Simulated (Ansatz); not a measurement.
BaCd3Se4, before and after

The guess for BaCd3Se4 was made by a generator: species swapped into a database cell of In3GaTe4 (I-42m, No. 121), with Cd on the In sites, Ba on the Ga sites and Se on the Te sites. Its size is a rough estimate.

POSCAR.start

```
Ba Cd Se
1.0
    -4.23640    4.23640    3.45254
     4.23640   -4.23640    3.45254
     4.23640    4.23640   -3.45254
Ba Cd Se
1 3 4
Direct
  0.00000 0.00000 0.00000
  0.50000 0.00000 0.50000
  0.00000 0.50000 0.50000
  0.50000 0.50000 0.00000
  0.40869 0.40869 0.35159
  0.05710 0.05710 0.64841
  0.59131 0.94290 0.00000
  0.94290 0.59131 0.00000
```

Method: DFT PBE, scalar-relativistic, plane waves, PAW (Ansatz 0.2.0). Cutoff 420 eV, Gaussian smearing, Γ-centred meshes. Cell and atoms relax first on a coarse mesh, the cell is then made exact in the group found at 0.06 to 0.08 Å, and last on a converged mesh; the steps can't lower the symmetry of their start. No spin polarisation.

POSCAR.end

```
Ba Cd Se
1.0
    -3.62447    3.62447    4.15449
     3.62447   -3.62447    4.15449
     3.62447    3.62447   -4.15449
Ba Cd Se
1 3 4
Direct
  0.00000 0.00000 0.00000
  0.50000 0.00000 0.50000
  0.00000 0.50000 0.50000
  0.50000 0.50000 0.00000
  0.56232 0.56232 0.44542
  0.11690 0.11690 0.55458
  0.43768 0.88310 0.00000
  0.88310 0.43768 0.00000
```

The symmetry stays I-42m (No. 121). The volume per atom shrinks by 11.9 %, from 31.0 to 27.3 Å³. The shortest distance goes from 2.65 Å (Ba–Se) to 2.64 Å (Cd–Se). The ratio c/a of the conventional cell changes by a factor of 1.41. The end is written in a standard setting, so origin, axes and order of atoms can differ from the start's.

```
Volume per atom                          : 27.29 Å³
Density                                  : 6.01 g/cm³
Energy over the elements                 : −0.809 eV/atom
Gap on the 8×8×8 mesh of the 8-atom cell : 0.10 eV
```

The zero of energy is the elements' standard structures at the same level; no fitted shifts are applied.

The last run used Gaussian smearing of 0.01 eV. Kohn–Sham gaps at this level usually fall short of measured ones. The reference form of Se is held partly by dispersion forces, which this level lacks. Small gaps are read on the mesh alone, and bands can cross between its points. A structure relaxed within its symmetry needn't be a true minimum. Another cell of the same search, in Amm2, lies 125 meV/atom lower, so this cell isn't the stable form at this level.
